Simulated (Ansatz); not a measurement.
A geometry of ZnSiP₂ away from equilibrium: step 2 of the relaxation of a relaxed ZnSiP2 cell with one Zn and one P atom exchanged in a cell of 8 atoms. These are PBEsol (plane waves to 420 eV, PAW, scalar-relativistic; Ansatz, a first-principles code) values and carry that method's errors. Γ-centred k-mesh 5×5×6 on the run's cell (coarser than for final values), Fermi–Dirac smearing 0.05 eV.

```xyz
8
Lattice="-2.7442 2.7057 5.3082 2.6391 -2.6511 5.2263 2.7272 2.6342 -5.2802" Properties=species:S:1:pos:R:3:forces:R:3 pbc="T T T" free_energy=-10764.635 pressure_GPa=0.5
Zn    -0.0623     2.7045     2.6563   -0.1692    0.1731   -0.0974
P      0.0080     0.0312    -0.0035    0.0251    0.2801   -0.2183
Si     2.6551     0.0070     2.5968   -0.0018   -0.0310   -0.1538
Si    -0.0598     0.0403     5.2644   -0.1055    0.0356   -0.0506
P      1.3343     1.3624    -1.3049   -0.2242   -0.4582    0.3039
Zn     1.3329     1.2951     3.9468    0.3030    0.2918    0.1212
P      3.9676     1.2971     1.2663    0.3892   -0.2157   -0.0526
P     -1.3618     1.3558     6.6080   -0.2166   -0.0756    0.1477
```

Positions in Å, forces in eV/Å, free energy of the cell in eV (comparable only within this code, potentials and settings). Largest force: 0.59 eV/Å, on P5 (atoms numbered as listed); the geometry lies 0.13 eV/atom above the end of its relaxation.

No spin polarisation in the result.

The end of the path is a generated cell of ZnSiP2: the first start was made by placing the elements on the sites of a structure type, and the end was not matched to a known phase here, so it may be hypothetical.
